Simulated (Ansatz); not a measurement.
# AlCl: computed properties

All numbers below come from Ansatz 0.2.0, DFT PBE, scalar-relativistic, plane waves, PAW.

Cutoff 420 eV; k points 14×12×6 on the computed 4-atom cell (Γ-centred); Gaussian smearing, width 0.10 eV; no spin polarisation.

The structure is relaxed at this level of theory with its symmetry kept, and needn't be the ground state of this composition.

Space group Pmmn (No. 59), orthorhombic, a = 3.514 Å, b = 3.557 Å, c = 9.026 Å. Al is surrounded by 1 Cl at 2.09 Å; around Cl lies 1 Al at 2.09 Å.

| Quantity | Value |
| --- | --- |
| Volume per atom | 28.20 Å³ |
| Formation energy from the elements' standard states (uncorrected) | -0.717 eV/atom |
| Kohn–Sham band gap | none (metal) |
| Density of states at the Fermi level | 0.7 states/eV per cell |
| Orbital (Löwdin) character within 0.5 eV of the Fermi level | Al 3p 55 %, Al 3s 26 %, Cl 3p 14 %, unprojected 5 % |
| Bader charge by site (e) | Al (2 in the cell) 0.76, Cl (2 in the cell) -0.76 |

The cell holds layers, chains or molecules and no dispersion correction was added, so their binding is poorly described.

The cell was found from a structure generator's guess, not taken from experiment. Löwdin shares on free-atom orbitals overweight diffuse shells.
